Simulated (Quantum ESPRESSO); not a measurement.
```cif
data_BrCs
_chemical_formula_sum 'Br1 Cs1'
_space_group_name_H-M_alt 'Pm-3m'
_space_group_IT_number 221
_space_group_name_Hall '-P 4 2 3'
_cell_length_a 4.11205
_cell_length_b 4.11205
_cell_length_c 4.11205
_cell_angle_alpha 90.000
_cell_angle_beta 90.000
_cell_angle_gamma 90.000
loop_
_atom_site_label
_atom_site_type_symbol
_atom_site_symmetry_multiplicity
_atom_site_Wyckoff_symbol
_atom_site_fract_x
_atom_site_fract_y
_atom_site_fract_z
_atom_site_occupancy
Br1 Br 1 b 0.50000 0.50000 0.50000 1
Cs1 Cs 1 a 0.00000 0.00000 0.00000 1
```

The PBEsol cell relaxed from Materials Project entry mp-22906 was given an isotropic strain of -3 % on all lattice vectors, and the atoms were relaxed again.

Problem. What does PBEsol (pw.x of Quantum ESPRESSO, ONCV potentials, no spin-orbit coupling) give for the electronic structure near the Fermi level?

Solution. The PBEsol gap is direct, 4.60 eV at Γ. Spin-orbit splittings are left out.
